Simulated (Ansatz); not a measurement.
SrCd$_{2}$Sb$_{2}$ in space group P-3m1 (No. 164; Sr on 1a, Cd on 2d, Sb on 2d), PBE (plane waves, PAW; program Ansatz), all energies at zero smearing, with the estimated change up to a 700 eV cutoff added, with one set of potentials and settings (totals compare only within such a set). Cell of 5 atoms (1 Sr, 2 Cd, 2 Sb): -33024.713 eV.

```
element                reference phase  E (eV/atom)
-------  -----------------------------  -----------
Sr           C2/m, 3 atoms in the cell   -3544.2201
Cd       P6_3/mmc, 2 atoms in the cell   -8254.4547
Sb           R-3m, 2 atoms in the cell   -6484.4916
```

Formation energy per atom, worked out: (-33024.713 − 1×(-3544.2201) − 2×(-8254.4547) − 2×(-6484.4916))/5 = -0.520 eV/atom (-50 kJ per mol of atoms), at 0 K, without zero-point energy or fitted corrections.

The workflow started from an entry of the Crystallography Open Database (COD). Its standing as an ambient phase is unchecked. Symmetry was held in the PBE relaxation; whether a distortion lowers the energy is not shown. The references are the lowest solids computed at this level, not always the standard phases. Spin–orbit coupling is left out wherever it is not named.

Potentials: the later of the program's two PAW sets.
